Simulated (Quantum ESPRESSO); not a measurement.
## Si3FNO4 (input and log of a self-consistent run)

Simulated, not a measurement. The program is pw.x of Quantum ESPRESSO 7.5 (plane-wave density functional theory). The cell is made up: 9 atoms on a quartz lattice, with randomly drawn elements, strain and displacements, not relaxed. PseudoDojo standard norm-conserving files (v0.5 for PBE, v0.4.1 for LDA and PBEsol) set the functional; there is no spin polarisation, spin-orbit coupling or dispersion term, and the masses in the input are unused placeholders.

Input:

```
&control calculation='scf', pseudo_dir='./dojo.nc.sr.pbe.v0_5.standard.upf', outdir='./o', disk_io='medium', tprnfor=.true., tstress=.true. /
&system ibrav=0, nat=9, ntyp=4, nbnd=30, ecutwfc=84.00895049, nosym=.true., tot_charge=0,
 occupations='smearing', smearing='fd', degauss=0.0018374661
/
&electrons conv_thr=7.350e-09, electron_maxstep=60, /
ATOMIC_SPECIES
F 1.0 F.upf
N 1.0 N.upf
O 1.0 O.upf
Si 1.0 Si.upf
CELL_PARAMETERS angstrom
4.8411 -0.0338 0.0355
-2.4498 4.2617 -0.0464
0.0382 -0.0356 5.4457
ATOMIC_POSITIONS angstrom
Si 2.3429 -0.0829 3.7334
Si -1.1944 1.9918 1.7844
Si 1.3391 2.163 0.0572
F 1.5299 1.1148 4.3084
N 3.1686 0.3865 2.6081
O 2.6686 2.3751 0.8244
O 0.2597 1.7941 1.2189
O -1.2551 3.3391 2.8972
O 0.8782 3.5359 4.8357
K_POINTS automatic
5 5 4 1 1 1
```

The log is shortened where brackets say so; the opening notice, blank lines, dates and the lines on written files are dropped, and the path of the files is cut. It prints rydbergs, bohrs and kilobars, and counts compression as positive stress. With no partly filled state, the Fermi energy that it prints is only some level between the filled and the empty states on the mesh, and need not lie in the true gap.

```
     Program PWSCF v.7.5
     Parallel version (MPI & OpenMP), running on       1 processor cores
     Number of MPI processes:                 1
     Threads/MPI process:                     1
     [start-up lines left out]
     bravais-lattice index     =            0
     lattice parameter (alat)  =       9.1488  a.u.
     unit-cell volume          =     755.0739 (a.u.)^3
     number of atoms/cell      =            9
     number of atomic types    =            4
     number of electrons       =        48.00
     number of Kohn-Sham states=           30
     kinetic-energy cutoff     =      84.0090  Ry
     charge density cutoff     =     336.0358  Ry
     scf convergence threshold =      7.3E-09
     mixing beta               =       0.7000
     number of iterations used =            8  plain     mixing
     Exchange-correlation= PBE
                           (   1   4   3   4   0   0   0)
     [axes and pseudopotential details left out]
   Cartesian axes
     site n.     atom                  positions (alat units)
         1        Si     tau(   1) = (   0.4839355  -0.0171233   0.7711488  )
         2        Si     tau(   2) = (  -0.2467081   0.4114143   0.3685750  )
         3        Si     tau(   3) = (   0.2765965   0.4467764   0.0118149  )
         4        F      tau(   4) = (   0.3160070   0.2302664   0.8899174  )
         5        N      tau(   5) = (   0.6544871   0.0798331   0.5387136  )
         6        O      tau(   6) = (   0.5512101   0.4905865   0.1702831  )
         7        O      tau(   7) = (   0.0536421   0.3705786   0.2517687  )
         8        O      tau(   8) = (  -0.2592460   0.6897046   0.5984284  )
         9        O      tau(   9) = (   0.1813958   0.7303544   0.9988334  )
     number of k points=    50  Fermi-Dirac smearing, width (Ry)=  0.0018
                       cart. coord. in units 2pi/alat
        k(    1) = (   0.1003917   0.1725251   0.1115514), wk =   0.0400000
        k(    2) = (   0.0987721   0.1740142   0.3338280), wk =   0.0400000
     [further k points left out]
     Dense  grid:    78511 G-vectors     FFT dimensions: (  54,  60,  64)
     Estimated max dynamical RAM per process >     101.68 MB
     Initial potential from superposition of free atoms
     starting charge      47.9981, renormalised to      48.0000
     Starting wfcs are   36 randomized atomic wfcs
     total cpu time spent up to now is       13.7 secs
     per-process dynamical memory:    79.2 Mb
     Self-consistent Calculation
     iteration #  1     ecut=    84.01 Ry     beta= 0.70
     Davidson diagonalization with overlap
     ethr =  1.00E-02,  avg # of iterations =  3.0
     total cpu time spent up to now is       50.8 secs
     total energy              =    -226.83827448 Ry
     estimated scf accuracy    <       2.98645672 Ry
     iteration #  2     ecut=    84.01 Ry     beta= 0.70
     Davidson diagonalization with overlap
     ethr =  6.22E-03,  avg # of iterations =  3.1
     total cpu time spent up to now is       86.4 secs
     total energy              =    -227.30578014 Ry
     estimated scf accuracy    <       3.21383657 Ry
     iteration #  3     ecut=    84.01 Ry     beta= 0.70
     Davidson diagonalization with overlap
     ethr =  6.22E-03,  avg # of iterations =  2.5
     total cpu time spent up to now is      119.1 secs
     total energy              =    -228.05721046 Ry
     estimated scf accuracy    <       0.22579414 Ry
     iteration #  4     ecut=    84.01 Ry     beta= 0.70
     Davidson diagonalization with overlap
     ethr =  4.70E-04,  avg # of iterations =  2.4
     total cpu time spent up to now is      148.7 secs
     total energy              =    -228.07437368 Ry
     estimated scf accuracy    <       0.04062765 Ry
     iteration #  5     ecut=    84.01 Ry     beta= 0.70
     Davidson diagonalization with overlap
     ethr =  8.46E-05,  avg # of iterations =  6.8
     total cpu time spent up to now is      186.9 secs
     total energy              =    -228.08329725 Ry
     estimated scf accuracy    <       0.00234170 Ry
     [iterations 6 to 7 left out]
     iteration #  8     ecut=    84.01 Ry     beta= 0.70
     Davidson diagonalization with overlap
     ethr =  1.14E-07,  avg # of iterations =  2.8
     total cpu time spent up to now is      281.6 secs
     total energy              =    -228.08372231 Ry
     estimated scf accuracy    <       0.00001552 Ry
     iteration #  9     ecut=    84.01 Ry     beta= 0.70
     Davidson diagonalization with overlap
     ethr =  3.23E-08,  avg # of iterations =  3.0
     total cpu time spent up to now is      308.7 secs
     total energy              =    -228.08372610 Ry
     estimated scf accuracy    <       0.00000181 Ry
     iteration # 10     ecut=    84.01 Ry     beta= 0.70
     Davidson diagonalization with overlap
     ethr =  3.77E-09,  avg # of iterations =  2.0
     total cpu time spent up to now is      341.4 secs
     total energy              =    -228.08372639 Ry
     estimated scf accuracy    <       0.00000018 Ry
     iteration # 11     ecut=    84.01 Ry     beta= 0.70
     Davidson diagonalization with overlap
     ethr =  3.67E-10,  avg # of iterations =  2.0
     total cpu time spent up to now is      367.7 secs
     total energy              =    -228.08372642 Ry
     estimated scf accuracy    <       0.00000002 Ry
     iteration # 12     ecut=    84.01 Ry     beta= 0.70
     Davidson diagonalization with overlap
     ethr =  3.24E-11,  avg # of iterations =  3.5
     total cpu time spent up to now is      397.8 secs
     End of self-consistent calculation
          k = 0.1004 0.1725 0.1116 (  9831 PWs)   bands (ev):
   -25.4375 -16.9975 -15.3185 -14.8736 -13.6168  -9.9246  -7.6521  -6.2790
    -5.7363  -5.4143  -3.4211  -2.9435  -1.8599  -0.9867  -0.3322   0.0833
     0.4618   0.8968   1.5508   1.8741   2.4082   3.1180   4.7942   5.6826
     8.2767  10.9901  11.3426  12.0853  12.3989  12.7030
     [levels at the other k points left out]
     the Fermi energy is     7.0130 ev
!    total energy              =    -228.08372642 Ry
     estimated scf accuracy    <          1.2E-09 Ry
     smearing contrib. (-TS)   =       0.00000000 Ry
     internal energy E=F+TS    =    -228.08372642 Ry
     The total energy is F=E-TS. E is the sum of the following terms:
     one-electron contribution =    -107.66623727 Ry
     hartree contribution      =      79.76119033 Ry
     xc contribution           =     -61.26150398 Ry
     ewald contribution        =    -138.91717550 Ry
     convergence has been achieved in  12 iterations
     Forces acting on atoms (cartesian axes, Ry/au):
     atom    1 type  4   force =     0.01520155   -0.28700442   -0.02698548
     atom    2 type  4   force =     0.10618899   -0.18986942    0.42908698
     atom    3 type  4   force =    -0.14639163    0.19978448    0.15819093
     atom    4 type  1   force =    -0.12508870    0.06681409    0.04131333
     atom    5 type  2   force =     0.25970968    0.29890050   -0.30734562
     atom    6 type  3   force =    -0.15157199    0.09742347   -0.26772586
     atom    7 type  3   force =     0.10345856   -0.02990677   -0.09314790
     atom    8 type  3   force =    -0.03739997   -0.10517229    0.03261227
     atom    9 type  3   force =    -0.02410649   -0.05096963    0.03400135
     Total force =     0.903597     Total SCF correction =     0.000046
     Computing stress (Cartesian axis) and pressure
          total   stress  (Ry/bohr**3)                   (kbar)     P=      211.21
   0.00211514  -0.00028050  -0.00018698          311.15      -41.26      -27.51
  -0.00028050   0.00051556  -0.00007870          -41.26       75.84      -11.58
  -0.00018698  -0.00007870   0.00167660          -27.51      -11.58      246.64
     init_run     :     13.20s CPU     13.52s WALL (       1 calls)
     electrons    :    363.98s CPU    384.15s WALL (       1 calls)
     forces       :      5.32s CPU      5.39s WALL (       1 calls)
     stress       :     19.70s CPU     19.80s WALL (       1 calls)
     [timing details left out]
     PWSCF        :   6m42.49s CPU   7m 3.41s WALL
     JOB DONE.
```

In other units: free energy -3103.237 eV for the cell, pressure 21.12 GPa, largest force component 11.032 eV/Å. A rerun of the same cell at another strain at a cutoff of 1437 eV and k mesh 7 x 7 x 6 moved values by no more than 0.002 eV in energy, 0.02 GPa in stress and 0.002 eV/Å in force.